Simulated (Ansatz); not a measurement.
LaH3 in space group Fm-3m (No. 225; La on 4a, H on 4b, H on 8c) under volume change, LDA in the plane-wave PAW code Ansatz, scaled uniformly.

```tsv
V (Å³/atom)	E − E(relaxed) (meV/atom)	P (GPa)
9.287	26.8	10.09
9.593	11.3	6.23
9.899	2.7	2.89
10.205	0.0	0.00
10.512	2.4	-2.50
10.818	9.4	-4.67
11.124	20.1	-6.55
```

**Question.** What does a third-order Birch–Murnaghan fit give for V₀, B₀ and B′?

**Answer.** V₀ = 10.21 Å³/atom, B₀ = 89.5 GPa, B′ = 3.8.

The first step of the workflow began from a Materials Project structure, measured or hypothetical; the Crystallography Open Database copy checked does not list it. Whether it is the stable phase at ambient conditions was not checked. The cell was relaxed with LDA under the symmetry of its start; of distortions, only those at the zone centre were tested. Scalar-relativistic: spin–orbit coupling is off unless named, which matters more the heavier the elements.

Potentials: the later of the program's two PAW sets.
